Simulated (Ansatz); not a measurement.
In the program Ansatz at the PBEsol level (PAW), HfSi2 in the orthorhombic phase (Cmcm; Si on 4c, Si on 4c, Hf on 4c) relaxes to a = 3.651 Å, b = 14.344 Å, c = 3.636 Å. Against the elements it lies at -0.66 eV/atom, with no fitted shifts.

Electronic character: metallic (no gap).

Bader charges are Si -0.77 to -0.48, Hf +1.25 e.

Symmetry was held in the PBEsol relaxation. The run is not spin-polarised. The references are the lowest solids computed at this level, not always the standard phases. Scalar-relativistic: spin–orbit coupling is off unless named, which matters more the heavier the elements.

Potentials: the later of the program's two PAW sets.
